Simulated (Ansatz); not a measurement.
**17O NMR of the central transition in TiO₂**

Cell: a structure deposited in the COD, ions relaxed with PBE at fixed cell.

Space group Pbca (No. 61); a = 5.1380, b = 9.1740, c = 5.4490 Å.

```
site  Wyckoff  site symmetry       x       y       z
  Ti       8c              1  0.1390  0.1290  0.9051
  O9       8c              1  0.8153  0.0096  0.8506
 O17       8c              1  0.4642  0.2303  0.8907
```

One atom of each set is listed.

The numbers come from a DFT calculation in Ansatz (PBE, plane waves and PAW (field gradients read without the response of the frozen cores, which leaves them typically 4 to 6 % off), scalar-relativistic, 420 eV cutoff, Γ-centred 5×3×5 k-points, Fermi–Dirac smearing 0.02 eV).

17O has I = 5/2 and Q = -25.58 mb (Pyykkö 2018); at 7.05 T its Larmor frequency is ν₀ = 40.7 MHz. Only the quadrupole interaction is simulated: positions count from each site's isotropic chemical shift, and J coupling is left out, as are shift anisotropy and dipolar coupling, which fast spinning averages.

(1) Give C_Q, η, the quadrupolar product P_Q = |C_Q|(1 + η²/3)^½, the second-order isotropic shift and the breadth of the pattern (fast magic-angle spinning) for each O site.

Answers

(1) 

```csv
site,first shell,C_Q (MHz),η,P_Q (MHz),δ_QIS (ppm),breadth (kHz)
O9,3 Ti at 1.86–2.01 Å,-1.28,0.88,1.44,-7.48,0.683
O17,3 Ti at 1.91–2.07 Å,1.53,0.85,1.70,-10.5,0.960
```

δ_QIS = −(ν_Q²/30ν₀²)[I(I+1) − 3/4](1 + η²/3) × 10⁶ ppm with ν_Q = 3|C_Q|/[2I(2I−1)]; it falls as 1/B₀² in ppm, and the breadth as 1/B₀ in kHz.

At this cell the PBE pressure is 5 GPa, so with PBE the cell would grow if it were relaxed.

The relaxation (5 steps) took 78 s of wall time (78 s of CPU time) and 0.87 GiB at its peak, on 1 thread of Intel Xeon 6975P-C (Granite Rapids) (x86_64; 16 cores open to the job, memory cap 3.0 GiB, no GPU), a shared host with a load of 0.1 a core.
